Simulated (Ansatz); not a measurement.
Ti₃IrC₂ in space group P6_3/mmc (No. 194; Ti on 4f, Ti on 2a, Ir on 2b, C on 4f) under volume change, the program Ansatz at the r²SCAN level (PAW), shape and atoms relaxed at each volume.

```json
[
 {"V (Å³/atom)": "10.807", "E − E(relaxed) (meV/atom)": "?", "P (GPa)": "?"},
 {"V (Å³/atom)": "11.163", "E − E(relaxed) (meV/atom)": "35.3", "P (GPa)": "16.72"},
 {"V (Å³/atom)": "11.520", "E − E(relaxed) (meV/atom)": "8.4", "P (GPa)": "7.72"},
 {"V (Å³/atom)": "11.876", "E − E(relaxed) (meV/atom)": "0.0", "P (GPa)": "0.00"},
 {"V (Å³/atom)": "12.232", "E − E(relaxed) (meV/atom)": "?", "P (GPa)": "?"},
 {"V (Å³/atom)": "12.589", "E − E(relaxed) (meV/atom)": "28.6", "P (GPa)": "-12.24"},
 {"V (Å³/atom)": "12.945", "E − E(relaxed) (meV/atom)": "61.4", "P (GPa)": "-17.05"}
]
```

### Question
Complete the blanks.

### Answer

- 10.807, E − E(relaxed) (meV/atom): 83.9
- 10.807, P (GPa): 27.24
- 12.232, E − E(relaxed) (meV/atom): 7.5
- 12.232, P (GPa): -6.60

### Question
What does a third-order Birch–Murnaghan fit give for V₀, B₀ and B′?

### Answer
V₀ = 11.88 Å³/atom, B₀ = 237 GPa, B′ = 4.2.

The start of the workflow was typed in or built on a structure type; neither database checked (COD, Materials Project) lists it. Its standing as an ambient phase is unchecked. The r²SCAN relaxation kept the symmetry of its start; its stability against distortions is not shown here. No spin polarisation was allowed. Scalar-relativistic: spin–orbit coupling is off unless named, which matters more the heavier the elements.

Potentials: the earlier of the program's two PAW sets.
